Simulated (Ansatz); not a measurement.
WS₂ in space group P6_3/mmc (No. 194; W on 2c, S on 4f), PBE+D3(BJ) (plane waves, PAW; program Ansatz). The conduction-band minimum lies on the K–Γ line, 48 % of the way from K, with 6 equivalent valleys. Second derivatives d²E/dk² of the lowest band at one valley (eV·Å²), along Cartesian directions:

| direction | d²E/dk² |
|---|---|
| [100] | 14.39 |
| [010] | 14.74 |
| [001] | 16.86 |
| [110] | 14.87 |
| [101] | 15.63 |
| [011] | 15.80 |

Question: Find the principal effective masses, the density-of-states mass and the conductivity mass.

Answer: Off-diagonal terms follow from H_xy = H[110] − (H_xx + H_yy)/2, and m*/mₑ = 7.620 eV·Å² over each eigenvalue: 0.45, 0.51, 0.54. One valley's DOS mass (m₁m₂m₃)^(1/3) = 0.50, conductivity mass 3/(Σ 1/mᵢ) = 0.50 mₑ.

Question: What effective density of states Nc follows at 300 K for parabolic valleys?

Answer: Nc = 2.509e19 × 6 × (0.50)^(3/2) ≈ 5.3e19 cm⁻³.

The cell was relaxed with PBE+D3(BJ) under the symmetry of its start. No spin polarisation was allowed. Scalar-relativistic: spin–orbit coupling is off unless named, which matters more the heavier the elements.

Potentials: the earlier of the program's two PAW sets.

Edges and masses are those of Kohn–Sham bands, whose gap is no quasiparticle gap.
